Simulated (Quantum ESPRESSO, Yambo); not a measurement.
# SiC under biaxial strain

```
CELL_PARAMETERS angstrom
      3.07615     0.00000     0.00000
     -1.53808     2.66402     0.00000
      0.00000     0.00000     5.04822
ATOMIC_POSITIONS crystal
  C  0.33333 0.66667 0.87540
  C  0.66667 0.33333 0.37540
  Si 0.33333 0.66667 0.49960
  Si 0.66667 0.33333 0.99960
```

SiC (2H, space group P6_3mc, No. 186) under biaxial strain (along x and y, z relaxed), counted from the cell relaxed with PBEsol, atoms relaxed at each step. norm-conserving PBEsol (Quantum ESPRESSO, 82 Ry, scalar-relativistic); G0W0 and BSE in Yambo (6×6×4 Γ-centred k mesh, 76 bands and a 8 Ry block in the screening, 76 bands in G with the Bruneval-Gonze terminator, plasmon pole fitted at 27.2 eV; BSE 9×9×6 mesh, 5 valence and 2 conduction bands, static screening with 23 bands and a 4 Ry block, scissor from each state's G0W0).

```json
[
 {"strain (%)": "-2", "PBEsol gap (eV)": "1.85", "kind": "indirect", "G0W0 direct gap (eV)": "5.15 at M", "lowest vertical BSE state (eV)": "not resolved", "RPA ε∞ along x": "6.70"},
 {"strain (%)": "-1", "PBEsol gap (eV)": "1.99", "kind": "indirect", "G0W0 direct gap (eV)": "5.01 at M", "lowest vertical BSE state (eV)": "not resolved", "RPA ε∞ along x": "6.74"},
 {"strain (%)": "0", "PBEsol gap (eV)": "2.12", "kind": "indirect", "G0W0 direct gap (eV)": "4.88 at M", "lowest vertical BSE state (eV)": "not resolved", "RPA ε∞ along x": "6.80"},
 {"strain (%)": "+1", "PBEsol gap (eV)": "2.24", "kind": "indirect", "G0W0 direct gap (eV)": "4.73 at M", "lowest vertical BSE state (eV)": "not resolved", "RPA ε∞ along x": "6.86"},
 {"strain (%)": "+2", "PBEsol gap (eV)": "2.26", "kind": "indirect", "G0W0 direct gap (eV)": "4.58 at M", "lowest vertical BSE state (eV)": "not resolved", "RPA ε∞ along x": "6.94"}
]
```

Between -1 % and +1 % the direct gap at M moves by -130 meV per % in PBEsol; the block changes size in that range, so no G0W0 slope is given.

GW, BSE and RPA settings are held fixed; their convergence isn't established. Strains are linear. The screening block changes size along the series (111 vectors at -2 %, 111 vectors at -1 %, 123 vectors at +0 %, 123 vectors at +1 %, 123 vectors at +2 %), which puts steps into the G0W0 values.  Axes are Cartesian, with cell vectors (Å) (3.08, 0.00, 0.00), (-1.54, 2.66, 0.00), (0.00, 0.00, 5.05).
